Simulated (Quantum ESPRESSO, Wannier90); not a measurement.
RbHS (P2₁/m), plane waves to Wannier functions

```
begin unit_cell_cart
ang
    4.5846100000    0.0000000000    0.0000000000
    0.0000000000    5.1452300000    0.0000000000
   -1.3860880000    0.0000000000    6.7592030000
end unit_cell_cart
begin atoms_frac
Rb   0.2309300000  0.2500000000 -0.2384200000
Rb  -0.2309300000 -0.2500000000  0.2384200000
H   -0.4789400000  0.2500000000  0.3944600000
H    0.4789400000 -0.2500000000 -0.3944600000
S    0.2651100000  0.2500000000  0.2598900000
S   -0.2651100000 -0.2500000000 -0.2598900000
end atoms_frac
```

Materials Project entry mp-696804; symmetrised, unrelaxed at this level. Not found in the COD (Crystallography Open Database) copy used; not checked further. Computed values, not measurements, from PBEsol: Quantum ESPRESSO (norm-conserving PseudoDojo potentials, cutoff 58 Ry, no spin polarisation, no spin-orbit coupling) on a Γ-centred 8×6×6 mesh, then Wannier90. Density: 8×6×6 mesh, cold smearing 0.01 Ry.

Bands 3-4,11-16 form an isolated set from -11.66 to 0.00 eV relative to the valence-band maximum (on the path) and are turned into 8 Wannier functions by minimising the spread from the start: sp3 on S. Bands 5–10 (Rb 4p 97 %) lie between the kept ones and are excluded.

**Question.** Where do the functions sit, how wide are they and what are they made of?

**Answer.** 
```json
[
 {"functions": "2", "spread (Å²)": "1.39", "nearest atom, distance (Å)": "H 0.49", "second atom, distance (Å)": "S 0.85", "weight on atomic waves": "H 1s 44 %, S 3p 42 %, S 3s 8 %"},
 {"functions": "6", "spread (Å²)": "1.70", "nearest atom, distance (Å)": "S 0.47", "second atom, distance (Å)": "H 1.50", "weight on atomic waves": "S 3p 68 %, S 3s 25 %, Rb 5s 4 %"}
]
```

Ω_I = 11.85 Å², Ω_total = 13.01 Å²; the interpolated bands follow pw.x to 0.1 meV rms on the path. It is the lowest total spread that any start reached here.
